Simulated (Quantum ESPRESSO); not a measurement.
```
CELL_PARAMETERS angstrom
      0.00000     2.83517     2.83517
      2.83517     0.00000     2.83517
      2.83517     2.83517     0.00000
ATOMIC_POSITIONS crystal
  Li 0.75000 0.75000 0.75000
  Li 0.25000 0.25000 0.25000
  S  0.00000 0.00000 0.00000
```
The cell comes from the Materials Project (a computed structure). It is Li2S in Fm-3m; whether this form has been observed was not checked. Stability against distortions was not tested.

With PBE (σ by GIPAW in a modified build of Quantum ESPRESSO; JTH PAW datasets, 20 Ha):

| quantity | PBE |
|---|---|
| σ_iso S (ppm) | 801.1 |

Shieldings are absolute and leave out the bulk-susceptibility term; a larger σ means a smaller chemical shift. By our sweeps, such settings leave a few ppm in absolute σ. The datasets of S hold no d projectors, which limits absolute σ on these atoms.

Task: What does the LDA, on its own JTH datasets and the same geometry, give?

Result: 
```tsv
quantity	LDA	LDA − PBE
σ_iso S (ppm)	772.4	-28.7
```
